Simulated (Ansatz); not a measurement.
**Response of ZnCu to small distortions**

```
Zn Cu
1.0
     2.94500    0.00000    0.00000
     0.00000    2.94500    0.00000
     0.00000    0.00000    2.94500
Zn Cu
1 1
Direct
  0.50000 0.50000 0.50000
  0.00000 0.00000 0.00000
```

Atoms are numbered in the order listed.

The geometry is COD entry 9008814, unchecked; take it as a test cell.

These are results of DFT, PBEsol, all-electron PAW with datasets made for the crystal, scalar-relativistic in Ansatz 0.2.0, not measurements.

Settings: a Γ-centred 14×14×14 k mesh, Fermi–Dirac smearing of 0.05 eV, cutoff 300 eV (chosen by the program for this cell), no spin polarisation.

The unchanged cell is at -4.73 GPa.

In a metal, stresses and small energies carry noise from the k mesh.

x, y and z are the Cartesian axes of the cell as listed; fractional coordinates follow a strain, and an engineering shear is twice the off-diagonal strain component.

With equal xy, yz and zx engineering shear strains of -2 %: energy change +5 meV/atom; stress change (xx, yy, zz, yz, xz, xy) 0.18, 0.18, 0.18, 2.07, 2.07, 2.07 GPa, compression positive.

(1) With this change (equal xy, yz and zx engineering shear strains of -1 %), what becomes of the energy and stress?

With equal xy, yz and zx engineering shear strains of +1 %: energy change +1 meV/atom; stress change (xx, yy, zz, yz, xz, xy) 0.05, 0.05, 0.05, -0.89, -0.89, -0.89 GPa, compression positive.

(2) With this change (equal xy, yz and zx engineering shear strains of +2 %), what becomes of the energy and stress?

Results:

(1) Energy change +1 meV/atom; stress change (xx, yy, zz, yz, xz, xy) 0.05, 0.05, 0.05, 1.00, 1.00, 1.00 GPa, compression positive.

(2) Energy change +4 meV/atom; stress change (xx, yy, zz, yz, xz, xy) 0.19, 0.19, 0.19, -1.68, -1.68, -1.68 GPa, compression positive.
